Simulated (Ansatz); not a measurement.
LiNbO3 in space group R-3 (No. 148; Li on 6c, Nb on 6c, O on 18f) under volume change, plane-wave PAW LDA (Ansatz code), shape and atoms relaxed at each volume.

```csv
V (Å³/atom),E − E(relaxed) (meV/atom),P (GPa)
9.639,29.4,10.89
9.956,12.2,6.57
10.274,2.8,2.98
10.592,0.0,-0.01
10.910,2.5,-2.46
11.227,9.4,-4.45
11.545,20.0,-6.16
```

**Question.** What does a third-order Birch–Murnaghan fit give for V₀, B₀ and B′?

**Answer.** V₀ = 10.59 Å³/atom, B₀ = 89.8 GPa, B′ = 5.3.

The first step of the workflow began from a Materials Project structure, measured or hypothetical; the Crystallography Open Database files this formula in space group No. 148, but the cells were not matched. It is not the phase usual at ambient conditions (space group No. 161). Symmetry was held in the LDA relaxation; phonons on a q-mesh show no instability. The run is not spin-polarised.

Potentials: the later of the program's two PAW sets.
